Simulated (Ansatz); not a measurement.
**Cu3Pd squeezed and stretched**

A database entry relaxed whole under r2SCAN (Pm-3m):

```yaml
crystal:
  lattice:
    - [3.67578, 0.00000, 0.00000]
    - [0.00000, 3.67578, 0.00000]
    - [0.00000, 0.00000, 3.67578]
  atoms:
    - { symbol: Cu, position: [0.00000, 0.50000, 0.50000] }
    - { symbol: Cu, position: [0.50000, 0.00000, 0.50000] }
    - { symbol: Cu, position: [0.50000, 0.50000, 0.00000] }
    - { symbol: Pd, position: [0.00000, 0.00000, 0.00000] }
```

The cell was scaled uniformly, its shape held, and the atoms relaxed at each volume with plane-wave PAW DFT (Ansatz 0.2.0; r2SCAN, 500 eV, 9×9×9 Γ-centred mesh, fermi-dirac occupations of width 0.100 eV; no spin, no spin-orbit coupling). One row is withheld.

```csv
volume (Å³/atom),energy over the lowest (meV/atom),pressure (GPa)
11.671,26.6,12.21
11.919,11.3,7.63
12.168,2.7,3.58
12.416,0.0,0.00
12.664,2.5,-3.16
12.913,?,?
13.161,20.8,-8.43
```

Question: Fit the pressures of the other rows to the third-order Birch-Murnaghan form.

Answer: With f = [(V₀/V)^(2/3) − 1]/2 and P = 3B₀f(1 + 2f)^(5/2)[1 + 3(B₀′ − 4)f/2], least squares gives V₀ = 12.42 Å³ an atom, B₀ = 168 GPa and B₀′ = 5.2; the rows miss the fit by less than 0.01 GPa. The slope of the energies differs from these pressures by less than 0.05 GPa.

Question: What does the withheld row hold?

Answer: The fit gives -5.96 GPa at 12.913 Å³; the run gave -5.96 GPa and 9.6 meV an atom.

Caveats: the shape of the cell was held; 0 K, fixed nuclei; the symmetry was kept, and this need not be the phase that is stable at 0 K; one mesh for all volumes; pressure is positive in compression.
